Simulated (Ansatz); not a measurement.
CdSe (zinc blende)

```
CdSe
1.0
    0.00000     3.09822     3.09822
    3.09822     0.00000     3.09822
    3.09822     3.09822     0.00000
Se Cd
1 1
Direct
  0.75000   0.75000   0.75000
  0.00000   0.00000   0.00000
```

Two coordinates are scanned: the volume, and the ratio of the stretch along z (the conventional c axis) to the stretch across it. Atoms keep their fractional coordinates.

Method: PBE (plane waves to 420 eV, PAW, scalar-relativistic; Ansatz, an electronic-structure program). k mesh 9×9×9 (Γ-centred), Fermi-Dirac smearing 0.05 eV. Stress and pressure are positive under compression. CdSe was relaxed with its symmetry unable to fall. The PAW data are Ansatz's earlier set.

At one point of the scan the stress tensor (GPa) is:

```
  -1.61     0.00     0.00
   0.00    -1.61     0.00
   0.00     0.00    -1.61
```

Problem. Which point is it?
A) V/V₀ = 1.040, (c/a)/(c/a)₀ = 1.000
B) V/V₀ = 1.000, (c/a)/(c/a)₀ = 0.960
C) V/V₀ = 1.040, (c/a)/(c/a)₀ = 1.020
D) V/V₀ = 1.020, (c/a)/(c/a)₀ = 0.960

Solution. A, V/V₀ = 1.040, (c/a)/(c/a)₀ = 1.000

(A scan under strain: stresses follow from slopes of the energy per volume, elastic moduli from its curvatures.)
